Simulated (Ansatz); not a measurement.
# WSe2: from a starting cell to a relaxed one

The start is a relaxed WSe2 cell, doubled along one cell vector, shaken by Gaussian noise of σ = 0.08 Å a coordinate. A full variable-cell relaxation at zero pressure is run with r2SCAN (plane waves to 500 eV, PAW, scalar-relativistic; Ansatz, a program for electronic structure). First-step values are on the input's coarse k-mesh.

Ansatz input (later rounds restart from its end on a renewed k-mesh):
Ansatz 0.2 input:
```yaml
crystal:
  lattice:
    - [12.287464977, 0, 0]
    - [0, 6.1437324885, 0]
    - [0, 0, 3.4018481257]
  atoms:
    - { symbol: W, position: [0.2539508274, 0.4883878873, 0.5252668064] }
    - { symbol: W, position: [0.7540451942, 0.4953660709, 0.4981527194] }
    - { symbol: W, position: [-0.0103593504, 0.0126926514, 0.0178081311] }
    - { symbol: W, position: [0.4938112706, -0.0015201536, 0.0127292533] }
    - { symbol: Se, position: [0.3990464121, 0.781932373, 0.4856650736] }
    - { symbol: Se, position: [0.8959706373, 0.7792073259, 0.4758903663] }
    - { symbol: Se, position: [0.1515786447, 0.6983350746, -0.0264770216] }
    - { symbol: Se, position: [0.6409590532, 0.69975128, -0.0222899236] }
    - { symbol: Se, position: [0.3634951211, 0.2999343391, -0.0038655753] }
    - { symbol: Se, position: [0.8558579867, 0.2786882877, 0.019119702] }
    - { symbol: Se, position: [0.1055688763, 0.1975927171, 0.5077618081] }
    - { symbol: Se, position: [0.6057517324, 0.2062458091, 0.4920829455] }
basis: { ecutwfc: 500, ecutrho_ratio: 4, xc_grid: 4, fft_grid_basis: typed }
kpoints: { mp_grid: { grid: [2, 4, 7] } }
hamiltonian:
  xc: r2scan
  dispersion: none
  pseudopotentials: { azcp: { folder: ./paw }, kind: paw }
scf: { occupations: { method: fermi_dirac, width: 0.05 } }
relax: { f_tol: 0.01, max_steps: 100, cell: { stress_tol: 0.02 } }
output: { forces: true, stress: true }
```

```json
{
 "initial_pressure": "+2 GPa (positive: the cell is compressed)",
 "largest_initial_force": "about 1.7 eV/Å, on W3 (atoms numbered as listed)",
 "energy_released": "0.13 eV/atom",
 "volume_change": "-8.2 %, from 21.40 to 19.64 Å³/atom",
 "relative_to_the_parent": "It does not go back: it reaches Pnnm (No. 58), AFLOW prototype AB2_oP6_58_a_g (as in Fe2C), 0.08 eV/atom below the parent",
 "Shortest distances (start → end)": "The closest pairs of elements (up to four, under 3.6 Å), start → end: Se–W 2.32 → 2.51 Å; Se–Se 3.40 → 2.97 Å; W–W 3.40 → 3.31 Å",
 "band_gap_at_the_end": "zero (metallic)",
 "optimiser_moves": "13"
}
```

Relaxed structure:

Space group Pnnm (No. 58); a = 5.6261 Å, b = 6.3208 Å, c = 3.3136 Å, α = 90.00°, β = 90.00°, γ = 90.00°

```json
[
 {"atom": "W", "site": "2d", "symmetry": "..2/m", "x": "0.5000", "y": "0.0000", "z": "0.0000"},
 {"atom": "Se", "site": "4g", "symmetry": "..m", "x": "0.2049", "y": "0.1477", "z": "0.5000"}
]
```

Final values are on a 8×8×14 k-mesh of the relaxed cell. No spin polarisation in the result.

The relaxed structure here is a generated cell of WSe2: the first start was made by placing the elements on the sites of a structure type, and the end was not matched to a known phase here, so it may be hypothetical. Known forms of WSe2 include space group No. 194.
